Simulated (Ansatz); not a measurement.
Calculated ³³S NMR of the central transition for Bi₂S₃

Cell: a computed structure from the Materials Project (it need not be an observed phase).

```
CELL_PARAMETERS angstrom
11.59359 0.00000 0.00000
0.00000 3.99779 0.00000
0.00000 0.00000 11.16062
ATOMIC_POSITIONS crystal
Bi 0.01755 0.25000 0.32634
Bi 0.98245 0.75000 0.67366
Bi 0.48245 0.75000 0.82634
Bi 0.51755 0.25000 0.17366
Bi 0.15647 0.75000 0.03264
Bi 0.84353 0.25000 0.96736
Bi 0.34353 0.25000 0.53264
Bi 0.65647 0.75000 0.46736
S 0.45179 0.75000 0.37125
S 0.54821 0.25000 0.62875
S 0.04821 0.25000 0.87125
S 0.95179 0.75000 0.12875
S 0.12160 0.75000 0.44355
S 0.87840 0.25000 0.55645
S 0.37840 0.25000 0.94355
S 0.62160 0.75000 0.05645
S 0.71064 0.25000 0.30866
S 0.28936 0.75000 0.69134
S 0.78936 0.75000 0.80866
S 0.21064 0.25000 0.19134
```

Sites (sets of like atoms) are named by element and the number of their first atom in this list.

The numbers come from a DFT calculation in Ansatz (r2SCAN, plane waves and PAW, scalar-relativistic, 500 eV cutoff, Γ-centred 3×7×3 k-points, Fermi–Dirac smearing 0.02 eV).

³³S has I = 3/2 and Q = -69.40 mb (Pyykkö 2018); at 11.7 T its Larmor frequency is ν₀ = 38.3 MHz. Only the quadrupole interaction is simulated: positions count from each site's isotropic chemical shift, and shift anisotropy, dipolar and J coupling are left out.

The S sites: S9 (atoms 9, 10, 11, 12; 5 Bi at 2.60–3.07 Å); S13 (atoms 13, 14, 15, 16; 5 Bi at 2.68–3.41 Å); S17 (atoms 17, 18, 19, 20; 3 Bi at 2.70–2.74 Å).

Fitted components of the simulated spectrum:

```csv
component,|C_Q| (MHz),η
A,5.65,0.31
B,8.92,0.73
C,15.8,0.29
```

(1) Which site most likely gives which component?

Answers

(1) By the calculation, A is S17, B is S9, C is S13. At S17 V_zz stands upright on the plane through its three neighbours (within 1°). At S9 V_zz points along its shortest bond, to Bi (within 6°).

With ν_Q/ν₀ up to 0.21, terms beyond second order are no longer negligible.

Without spin–orbit coupling the gradients at and beside Bi can be off by some per cent, at some sites by more.
